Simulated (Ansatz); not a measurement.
MgO in space group P4_2/mnm (No. 136; Mg on 4g, O on 4f), r²SCAN in the plane-wave PAW code Ansatz, all energies at zero smearing, with the estimated change up to a 700 eV cutoff added, with one set of potentials and settings (totals compare only within such a set). Cell of 8 atoms (4 Mg, 4 O): -9992.197 eV.

```json
[
 {"element": "Mg", "reference phase": "P6_3/mmc, 2 atoms in the cell", "E (eV/atom)": "-1926.4080"},
 {"element": "O", "reference phase": "C2/m, 4 atoms in the cell, spin-polarised", "E (eV/atom)": "-566.0346"}
]
```

Formation energy per atom, worked out: (-9992.197 − 4×(-1926.4080) − 4×(-566.0346))/8 = -2.803 eV/atom (-270 kJ per mol of atoms), at 0 K, without zero-point energy or fitted corrections.

The start of the workflow was typed in or built on a structure type; neither database checked (COD, Materials Project) lists it. It is not the phase usual at ambient conditions (space group No. 225). Symmetry was held in the r²SCAN relaxation; its stability against distortions is not shown here. The references are the lowest solids computed at this level, not always the standard phases (solids in place of the gases).

Potentials: the earlier of the program's two PAW sets.
